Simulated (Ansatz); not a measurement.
Each is relaxed and computed with the program Ansatz at the PBE level (PAW). Which is the only metal?
A) KCdCO3F, P-6m2 (Pearson symbol hP7)
B) Be2C, fluorite or antifluorite type
C) NbC2, MoSi2 or CaC2 type
D) SiC, zinc blende

C, NbC2, MoSi2 or CaC2 type. NbC2: metal; KCdCO3F: gap 1.78 eV; SiC: gap 1.37 eV (indirect); Be2C: gap 1.17 eV (indirect). Typed or built starts, not in the databases checked: NbC2, MoSi2 or CaC2 type. Standing as an ambient phase not checked: KCdCO3F, P-6m2 (Pearson symbol hP7). Unstable at this level: KCdCO3F, P-6m2 (Pearson symbol hP7). All cells were relaxed under the symmetry of their starts (and spin orders); stability against distortions was not tested throughout. Rows with no word on spin ran without spin polarisation. Spin–orbit coupling is left out wherever it is not named.

Potentials: the later of the program's two PAW sets.
